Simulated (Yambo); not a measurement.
CuI (space group P-3m1, No. 164), G0W0@PBEsol in Yambo with this input:

```
rim_cut
gw0
dyson
el_el_corr
HF_and_locXC
ppa
em1d
RandQpts= 1000000
RandGvec= 1 Ry
EXXRLvcs= 92 Ry
VXCRLvcs= 368 Ry
Chimod= "HARTREE"
% BndsRnXp
 17 | 252 |
%
NGsBlkXp= 6 Ry
% LongDrXp
 1.0 | 1.0 | 1.0 |
%
PPAPntXp= 27.2114 eV
% GbndRnge
 1 | 252 |
%
GTermKind= "BG"
DysSolver= "n"
ExtendOut
```

On a 3×3×2 mesh, with wavefunctions cut at 92 Ry, the gap (Γ → Γ) is 2.295 eV and the valence edge shifts by -0.599 eV.

**Question.** What happens with this change: 2 Ry block?

**Answer.** The gap rises by 0.222 eV, to 2.517 eV; the shift of the valence edge becomes -0.770 eV. Neither run is shown to be the converged limit.

Spin-orbit coupling is included.

Geometry relaxed with PBE+D3(BJ); primitive cell a = b = 4.068 Å, c = 7.095 Å, α = β = 90.00°, γ = 120.00°.

This is not the ordinary phase of the substance; no match was found in the copy of COD used, and its stability was not checked.

A shift is the quasiparticle energy of the state minus its PBEsol energy.
